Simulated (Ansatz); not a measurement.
**Elastic constants of AgS: input and output**

These are results of Ansatz 0.2.0, DFT PBE, scalar-relativistic, plane waves, PAW, not measurements.

It can be run as:
```bash
ansatz run input.yaml --threads 1 --pin off --backend cpu --events-out ev --progress --plain --runs-dir out  # memory cap (--max-ram) not shown
```

Input (bare energies are in eV):
```yaml
crystal:
  lattice:
    - [0.0, 2.8525171468, 2.8525171468]
    - [2.8525171468, 0.0, 2.8525171468]
    - [2.8525171468, 2.8525171468, 0.0]
  atoms:
    - { symbol: Ag, position: [0.0, 0.0, 0.0] }
    - { symbol: S, position: [0.25, 0.25, 0.25] }
basis:
  ecutwfc: 420
kpoints:
  mp_grid: { grid: [12, 12, 12] }
hamiltonian:
  xc: pbe
scf:
  occupations: { method: fermi_dirac, width: 0.15 }
output:
  forces: true
  stress: true
  eigenvalues: true
elastic:
  mode: clamped_ion
  amplitude: 0.005
```

From the output:
```
--- Elastic constants: 2 strain directions × 4 members + reference (group order 24) ---
  dense FFT box of the reference and of every strained cell: 30×30×30
  strains applied: 11, 23; error gains: componentwise 1.00 (the most a stress slope's error grows in a printed constant), spectral 1.73 (1 for all six strains in a standard setting)
  C = ∂σ_k/∂η_j (tension-positive GPa; Voigt order 11 22 33 23 13 12):
        62.008     55.974     55.974      0.000     -0.000     -0.000
        55.974     62.008     55.974      0.000      0.000      0.000
        55.974     55.974     62.008      0.000      0.000      0.000
        -0.000      0.000      0.000     35.540     -0.000      0.000
         0.000      0.000      0.000      0.000     35.540      0.000
        -0.000      0.000     -0.000      0.000      0.000     35.540
  reference stress σ⁰ (GPa):      0.000      0.000      0.000      0.000     -0.000      0.000
  C* (energy form; C + prestress term) asymmetry max|C*_kj − C*_jk| = 2.132e-14 GPa — a small one proves nothing (zero by symmetry where the batch's group is 432, −43m or m−3m); a large one is finite-difference/SCF noise where every solve ...
  moduli (Voigt/Reuss/Hill, GPa): K = 57.99/57.99/57.99   G = 22.53/6.69/14.61   E = 40.43   ν = 0.384
  mechanically stable: yes (min eigenvalue of sym C = 6.03 GPa)
  strain η (Voigt 11):  stress-route row diagonal C_11 = 62.01 GPa, energy-path curvature d²(F+E_count+ΔE)/dδ²/Ω₀ = 62.02 GPa
    cells at ±δ against ±2δ: C31 55.98 and 56.00 GPa, apart by 0.03 % of the column's largest entry
         δ    σ_11 (GPa) F (eV) n_scf n_hpsi n_pw
    -1.000e-2      -0.6297       -8492.3916899       8   54045    922
    -5.000e-3      -0.3123       -8492.3923697       5   44687    934
     5.000e-3       0.3078       -8492.3923725       5   45506    934
     1.000e-2       0.6105       -8492.3917078       7   47869    934
  strain η (Voigt 23):  stress-route row diagonal C_44 = 35.54 GPa, energy-path curvature d²(F+E_count+ΔE)/dδ²/Ω₀ = 35.54 GPa
    cells at ±δ against ±2δ: C44 35.54 and 35.54 GPa, apart by 0.00 % of the column's largest entry
         δ    σ_23 (GPa) F (eV) n_scf n_hpsi n_pw
    -1.000e-2      -0.3554       -8492.3920819       9  102523    934
    -5.000e-3      -0.1777       -8492.3924667       4   73401    934
     5.000e-3       0.1777       -8492.3924667       4   71879    934
     1.000e-2       0.3554       -8492.3920819       7   86869    934
```

The cell was built by swapping an element in a database structure (itself possibly hypothetical) and relaxing; it need not be the stable form of this composition. In a metal, frequencies and elastic constants depend on the k mesh and the smearing, soft modes and shear constants most. Spin polarisation was left out, and a magnetic state may lie lower.

The least eigenvalue is 6.0 GPa; in a metal on this mesh the verdict on stability isn't firm within about 20 GPa or a tenth of the bulk modulus.

Clamped-ion constants are upper bounds: once the atoms relax, a strain can turn out softer or unstable.